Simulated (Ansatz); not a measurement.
Data:

Mg$_{3}$SnO (anti-perovskite, space group No. 221), a = 4.348 Å, b = 4.348 Å, c = 4.348 Å, α = 90.00°, β = 90.00°, γ = 90.00°.

This is the PBEsol-relaxed structure.

Q: All from PBEsol in the plane-wave PAW code Ansatz, unless another level is named. Predict the electronic character.

A: metallic (no gap).

Q: Predict the density of states at the Fermi level.

A: 0.10 states/eV per atom (mean over ±0.08 eV).

Q: What about the formation energy from the elements (no fitted shifts)?

A: -1.07 eV/atom.

Q: Next, the gap with spin–orbit coupling?

A: none (metallic).

Space group Pm-3m (anti-perovskite). The start of the workflow was typed in or built on a structure type; neither database checked (COD, Materials Project) lists it. Whether it is the stable phase at ambient conditions was not checked. The cell was relaxed with PBEsol under the symmetry of its start; its stability against distortions is not shown here. The references are the lowest solids computed at this level, not always the standard phases (solids in place of the gases). Spin–orbit coupling is left out wherever it is not named.

Potentials: the later of the program's two PAW sets.
